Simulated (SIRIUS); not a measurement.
Consider a self-consistent single point of ZnS (F-43m, 8 atoms in the cell; from Materials Project mp-10695, changed as shown).

```yaml
crystal:
  lattice:
    - [5.49512, 0.00000, 0.00000]
    - [0.00000, 5.49512, 0.00000]
    - [0.00000, 0.00000, 5.49512]
  atoms:
    - { symbol: Zn, position: [0.00000, 0.00000, 0.00000] }
    - { symbol: Zn, position: [0.00000, 0.50000, 0.50000] }
    - { symbol: Zn, position: [0.50000, 0.00000, 0.50000] }
    - { symbol: Zn, position: [0.50000, 0.50000, 0.00000] }
    - { symbol: S, position: [0.25000, 0.25000, 0.75000] }
    - { symbol: S, position: [0.25000, 0.75000, 0.25000] }
    - { symbol: S, position: [0.75000, 0.25000, 0.25000] }
    - { symbol: S, position: [0.75000, 0.75000, 0.75000] }
```

Computed with PBE, PseudoDojo 0.5 standard norm-conserving PBE (tails mended) pseudopotentials (plane waves; SIRIUS).

SIRIUS settings:

| setting | value |
|---|---|
| parameters.ngridk | 6 6 6 |
| parameters.xc_functionals | [XC_GGA_X_PBE, XC_GGA_C_PBE] |
| parameters.gk_cutoff | 9.165 1/bohr |
| parameters.pw_cutoff | 18.331 1/bohr |
| parameters.smearing | gaussian |
| parameters.smearing_width | 0.0001 Ha |
| potentials | PseudoDojo 0.5 standard norm-conserving PBE (tails mended) pseudopotentials |
| parameters.electronic_structure_method | pseudopotential |
| parameters.num_bands | 62 |
| parameters.num_mag_dims | 0 |
| parameters.num_dft_iter | 100 |
| parameters.energy_tol | 1e-07 Ha |
| parameters.density_tol | 1e-06 |
| mixer.type | anderson |
| mixer.beta | 0.3 |
| mixer.use_hartree | false |

Results:

* **Number of valence electrons**: 104
* **Number of bands**: 62
* **Number of k-points after the program's reduction**: 20
* **Number of plane waves (most at a k-point)**: 14612
* **Number of SCF iterations**: 22
* **FFT grid**: 64 × 64 × 64
* **Free energy E − TS**: -23957.5394 eV
* **Gap on the k-point mesh**: 1.90 eV
* **Pressure**: -1.86 GPa

Stress (GPa, positive for compression):
```
-1.86   0.00   0.00
 0.00  -1.86   0.00
 0.00   0.00  -1.86
```

The gap is read on the k-point mesh of the run and can differ from the gap over the whole zone at this level.

For comparison: a first run was changed to give this one (lattice scaled by 1.02), and from it to this one the free energy hardly moves (within 1 meV/atom), the pressure goes from 2.30 to -1.86 GPa and the gap on the mesh goes from 2.153 to 1.899 eV.

The structure comes from a collection of computed structures, made at another level of theory; the collection holds predicted forms beside known ones.

Cost on one core: about 5 core-minutes (a rough figure).

“Tails mended”: in these copies of the files the far tail of each local potential was reset to the Coulomb form.
